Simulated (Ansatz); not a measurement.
Recipe of this trial structure of Li3Ag2B4: random cell by space group and Wyckoff sites (P6/mmm, No. 191). Lengths were set from tabulated atomic sizes, so they are only a guess.

```yaml
crystal:
  lattice:
    - [5.13648, 0.00000, 0.00000]
    - [-2.56824, 4.44832, 0.00000]
    - [0.00000, 0.00000, 5.65345]
  atoms:
    - { symbol: Li, position: [0.50000, 0.00000, 0.50000] }
    - { symbol: Li, position: [0.00000, 0.50000, 0.50000] }
    - { symbol: Li, position: [0.50000, 0.50000, 0.50000] }
    - { symbol: Ag, position: [0.00000, 0.00000, 0.73389] }
    - { symbol: Ag, position: [0.00000, 0.00000, 0.26611] }
    - { symbol: B, position: [0.33333, 0.66667, 0.00000] }
    - { symbol: B, position: [0.66667, 0.33333, 0.00000] }
    - { symbol: B, position: [0.33333, 0.66667, 0.50000] }
    - { symbol: B, position: [0.66667, 0.33333, 0.50000] }
```

Theory: Ansatz, DFT PBE, scalar-relativistic, plane waves, PAW. Cutoff 420 eV, Gaussian smearing, Γ-centred meshes. Cell and atoms relax first on a coarse mesh and then on a finer one. In between, the cell is made exact in the group found at 0.06 Å. In metals the finer mesh still leaves noise of several meV/atom or more. The steps can't lower the symmetry of their start. No spin polarisation.

A guess keeps its type if space group and coordination stay and the shape of the cell changes little (axis ratios within about 15 %, angles within 6°); the volume may change.

Problem. Does this structure survive the relaxation?

Solution. It doesn't keep its type. The symmetry stays P6/mmm (No. 191). The volume per atom grows by 71.2 %, from 14.4 to 24.6 Å³. The shortest distance goes from 1.48 Å (Li–B) to 2.13 Å (Ag–Ag and B–B). The ratio c/a of the conventional cell changes by a factor of 0.50. Counting neighbours within 15 % of an atom's shortest distance, the start has Ag 8, B 3/11, Li 2 and the end Ag 2, B 2/5, Li 2. In detail, at the end Li has 2 B at 2.24 Å; Ag is surrounded by 2 Ag at 2.13 Å; B on its first site is surrounded by 2 B at 2.13 Å; 1 more site not described.

```cif
data_structure
_symmetry_space_group_name_H-M 'P 1'
_symmetry_Int_Tables_number 1
_cell_length_a 7.7488
_cell_length_b 7.7488
_cell_length_c 4.2522
_cell_angle_alpha 90.000
_cell_angle_beta 90.000
_cell_angle_gamma 120.000
_cell_volume 221.11
loop_
_atom_site_label
_atom_site_type_symbol
_atom_site_fract_x
_atom_site_fract_y
_atom_site_fract_z
_atom_site_occupancy
Li1 Li 0.50000 0.00000 0.50000 1
Li2 Li 0.00000 0.50000 0.50000 1
Li3 Li 0.50000 0.50000 0.50000 1
Ag1 Ag 0.00000 0.00000 0.75004 1
Ag2 Ag 0.00000 0.00000 0.24996 1
B1 B 0.33333 0.66667 0.00000 1
B2 B 0.66667 0.33333 0.00000 1
B3 B 0.33333 0.66667 0.50000 1
B4 B 0.66667 0.33333 0.50000 1
```

Formation energies are uncorrected and refer to the elements' standard structures at the same level.

Problem. At what energy does it end?

Solution. +1.76 eV/atom. The separate elements lie lower, so it is unstable against them.

The last run used a 6×6×10 mesh (in the run's order of axes) for its 9-atom cell and Gaussian smearing of 0.10 eV. The cell is a metal run without spin; a magnetic state may lie lower. Symmetry constrained the relaxation, so the result can be a saddle point.

In counts of neighbours, a slash parts the counts of unlike sites.
